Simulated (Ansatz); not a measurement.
**RuClBr (Janus 1T monolayer) from LDA to hybrids**

All numbers come from the plane-wave code Ansatz. Note: simulated data, non-magnetic, for a generated structure that need not be the stable one.

Structure: RuClBr (Janus 1T monolayer), at its r2SCAN minimum. The sheet's in-plane cell has a = 3.662 Å, b = 3.662 Å (γ = 120.0°), and its outermost atoms lie 2.59 Å apart along the normal. Around Ru lie 3 Cl at 2.46 Å and 3 Br at 2.50 Å; around Cl lie 3 Ru at 2.46 Å; around Br lie 3 Ru at 2.50 Å.

```xyz
3
Lattice="3.6616 0.0000 0.0000 -1.8308 3.1711 0.0000 0.0000 0.0000 29.9556" Properties=species:S:1:pos:R:3 pbc="T T F"
Ru    0.0000    0.0000    9.0304
Cl    0.0000    2.1141   10.2793
Br    1.8308    1.0570    7.6903
```
The sheet repeats along a and b alone.

Relaxed lattice by functional, symmetry kept:
```csv
functional,k mesh,a (Å),thickness (Å)
PBE,12×12×1,3.695,2.53
r2SCAN,12×12×1,3.662,2.59
PBEsol,12×12×1,3.639,2.48
LDA,12×12×1,3.607,2.46
HSE06,6×6×1,3.652,2.58
```

On this one geometry the levels give:
```csv
level,k mesh,gap (eV),kind,edges,least direct gap (eV),rough cost
LDA,12×12×1,0.99,indirect,Γ–M (0.49) → Γ–M (0.46),0.99,18 core-seconds
PBE+SOC,12×12×1,1.11,indirect,Γ–M (0.49) → Γ–M (0.46),1.11,110 core-seconds
r2SCAN,12×12×1,1.60,direct,Γ–M (0.46),1.60,40 core-seconds
r2SCANh,6×6×1,2.57,direct,Γ–M (0.46),2.57,12 core-minutes
HSE06,6×6×1,2.93,direct,Γ–M (0.46),2.93,10 core-minutes
HSE06+SOC,6×6×1,2.90,direct,Γ–M (0.46),2.90,40 core-minutes
PBE0,6×6×1,3.70,direct,Γ–M (0.46),3.70,10 core-minutes
r2SCAN0,6×6×1,4.08,direct,Γ–M (0.46),4.08,13 core-minutes
```
PBE+SOC: smearing of 0.02 eV; the others have fixed occupations.
Wave cutoffs: 420 eV, 500 eV (r2SCAN, r2SCANh, r2SCAN0).
Points off the special ones are mesh points or PBE's searched band edges, reused at the other levels. PBE's own run along the path (1.15 eV) came before the search for the edges and missed one, so it isn't listed.
Costs come from shared machines and give only the order. The runs had 4 threads of Arm Neoverse V2 (shared host).

HSE06 gives a direct gap of 2.93 eV at Γ–M (0.46 of the way from Γ). Spin-orbit coupling changes the HSE06 gap by -0.034 eV, to 2.90 eV.

Spin-orbit coupling moves the least or the direct gap by up to 0.03 eV, so it can be left out where a tenth of an eV counts. Direct and least gap lie within 0.04 eV at some levels, so the kind of gap isn't settled.

Only the levels marked +SOC include spin-orbit coupling.

The meshes of the hybrids are coarse, so their gaps aren't converged to the digits shown.

For some runs the program warns that the potential is rough where the density is thin, which bears on empty states near the vacuum.
